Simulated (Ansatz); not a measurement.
Ni:
```cif
data_Ni
_chemical_formula_sum 'Ni1'
_space_group_name_H-M_alt 'P 1'
_space_group_IT_number 1
_cell_length_a 2.45928
_cell_length_b 2.45928
_cell_length_c 2.45928
_cell_angle_alpha 60.000
_cell_angle_beta 60.000
_cell_angle_gamma 60.000
loop_
_space_group_symop_operation_xyz
  'x, y, z'
loop_
_atom_site_label
_atom_site_type_symbol
_atom_site_fract_x
_atom_site_fract_y
_atom_site_fract_z
_atom_site_occupancy
Ni1 Ni 0.00000 0.00000 0.00000 1
```
The run is spin-polarised; directions of the spins, atom by atom: ↑.

Relaxed with r²SCAN.

Problem. Which orbitals make up the states near the Fermi level in r²SCAN (plane waves, PAW; program Ansatz)?

Solution. Within 0.5 eV of the Fermi level: Ni 3d 92 %, Ni 4s 6 %. Projections are on Löwdin-orthogonalised atomic valence shells; empty p or d shells of many metals are not among them.

Problem. Tabulate the density of states.

Solution. States/eV per cell of 1 atom, in 0.25 eV bins, energy from the Fermi level.

```csv
E (eV),total,Ni 3d,Ni 4s
-7.85,0.10,0.00,0.10
-7.60,0.11,0.01,0.11
-7.35,0.12,0.01,0.11
-7.10,0.14,0.01,0.12
-6.85,0.15,0.02,0.13
-6.60,0.17,0.02,0.14
-6.35,0.19,0.03,0.15
-6.10,0.22,0.05,0.17
-5.85,0.27,0.08,0.18
-5.60,0.39,0.18,0.21
-5.35,0.60,0.36,0.23
-5.10,0.77,0.53,0.23
-4.85,1.18,0.94,0.22
-4.60,1.38,1.18,0.18
-4.35,1.41,1.25,0.13
-4.10,1.26,1.13,0.08
-3.85,1.41,1.30,0.06
-3.60,1.62,1.52,0.05
-3.35,1.97,1.85,0.05
-3.10,2.15,2.03,0.05
-2.85,2.33,2.22,0.04
-2.60,1.94,1.82,0.05
-2.35,1.96,1.82,0.06
-2.10,2.48,2.32,0.08
-1.85,2.61,2.48,0.07
-1.60,2.68,2.57,0.05
-1.35,2.71,2.63,0.04
-1.10,3.11,3.04,0.04
-0.85,1.17,1.10,0.04
-0.60,1.02,0.95,0.05
-0.35,0.98,0.91,0.05
-0.10,1.02,0.94,0.06
0.15,1.65,1.55,0.07
0.40,1.10,0.99,0.08
0.65,0.45,0.33,0.08
0.90,0.31,0.18,0.09
1.15,0.30,0.15,0.09
1.40,0.29,0.13,0.10
1.65,0.28,0.12,0.10
1.90,0.27,0.10,0.09
2.15,0.27,0.09,0.09
2.40,0.26,0.08,0.09
2.65,0.25,0.07,0.08
2.90,0.24,0.06,0.08
3.15,0.23,0.05,0.07
3.40,0.22,0.05,0.07
3.65,0.21,0.04,0.06
3.90,0.20,0.04,0.05
4.15,0.19,0.03,0.05
4.40,0.18,0.03,0.04
4.65,0.16,0.02,0.04
```

Space group Fm-3m (fcc (Cu type)). The cell was relaxed with r²SCAN under the symmetry of its start. The final state is ferromagnetic, chosen from 4 collinear starts compared on coarse meshes (ties went to the first, and starts can fall back to one state), not a proven ground state. Textbook magnetic order: ferromagnetic. Other orbital occupations within this spin state were not tried.

Potentials: the later of the program's two PAW sets.
